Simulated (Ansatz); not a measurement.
Be$_{3}$N$_{2}$:
```yaml
crystal:
  lattice:
    - [1.40483, 0.81108, 4.79956]
    - [-1.40483, 0.81108, 4.79956]
    - [0.00000, -1.62215, 4.79956]
  atoms:
    - { symbol: Be, position: [0.14154, 0.14154, 0.14154] }
    - { symbol: Be, position: [0.68219, 0.68219, 0.68219] }
    - { symbol: Be, position: [0.91111, 0.91111, 0.91111] }
    - { symbol: N, position: [0.79577, 0.79577, 0.79577] }
    - { symbol: N, position: [0.29129, 0.29129, 0.29129] }
```

Relaxed with LDA. Special points in fractions of this cell's reciprocal vectors: Γ (0.000, 0.000, 0.000); T (0.500, 0.500, 0.500); H2 (0.814, 0.186, 0.500); H0 (0.500, -0.186, 0.186); L (0.500, 0.000, 0.000); S0 (0.343, -0.343, 0.000); S2 (0.657, 0.000, 0.343); F (0.500, 0.000, 0.500).

List the band energies nearest the valence-band maximum at these points for DFT-LDA in the program Ansatz with PAW potentials.

In eV from the valence-band maximum; about four levels below and three above (degenerate sets whole), none deeper than 8.9 eV; points with the same levels are listed once.

```tsv
k	below	above
Γ	-1.28 -1.28 -0.46 0.00 0.00	6.49 8.01 8.25 8.25
T	-1.06 -1.06 -0.36 -0.36	7.30 9.05 9.05
H2	-4.90 -3.79 -3.09 -1.91	5.11 6.90 10.18
L	-3.81 -3.20 -3.16 -2.17	5.56 6.68 10.53
S0	-5.05 -3.76 -3.15 -1.96	5.17 7.22 9.60
F	-3.66 -3.61 -1.38 -1.11	2.74 7.75 9.18
```

Space group R3m. The workflow started from a Materials Project entry (that database holds measured and hypothetical structures alike); the Crystallography Open Database copy checked does not list it. COD files the formula under space group No. 206. Whether it is the stable phase at ambient conditions was not checked. Symmetry was held in the LDA relaxation; whether a distortion lowers the energy is not shown.

Potentials: the later of the program's two PAW sets.
